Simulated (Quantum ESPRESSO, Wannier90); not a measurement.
Wannierisation of InAs (zinc blende)

```
InAs
1.0
    0.00000     3.05356     3.05356
    3.05356     0.00000     3.05356
    3.05356     3.05356     0.00000
In As
1 1
Direct
  0.25000   0.25000   0.25000
  0.00000   0.00000   0.00000
```

Cell from Materials Project (mp-20305), symmetrised, no further relaxation. COD (Crystallography Open Database) has an entry of this formula and space group (matched by these alone). Level: PBEsol, spinors with spin-orbit coupling; pw.x of Quantum ESPRESSO at 68 Ry with PseudoDojo potentials, 6×6×6 k-points, Wannier90. Density: 10×10×10 mesh, cold smearing 0.01 Ry. With spin-orbit coupling a semilocal functional can close or falsely invert a small gap; the band order was not checked against a better method.

Base run: 16 functions from bands 21-50 of the 50 computed, start hydrogen-like In: s;p; As: s;p, centres 0.05 Å off the atoms, frozen window up to 1.50 eV relative to the Fermi level, outer window open. One setting was then changed (edges relative to the Fermi level; misfit to pw.x on a path, for states up to 1.0 eV relative to the Fermi level).

```tsv
run	Ω_I (Å²)	rms misfit (meV)	worst (meV)
base	22.91	7.1	33
changed	22.48	61	405
```

Which change was made?
(A) outer window to 13.84 eV
(B) frozen window to 3.50 eV
(C) outer window to 9.14 eV
(D) frozen window to -0.50 eV
(E) no frozen window

D, frozen window to -0.50 eV. The others give:

```csv
run,Ω_I (Å²),rms misfit (meV),worst (meV)
frozen window to 3.50 eV,28.02,8.6,33
no frozen window,21.55,188,892
outer window to 9.14 eV,37.10,14,58
outer window to 13.84 eV,26.06,7.4,38
```
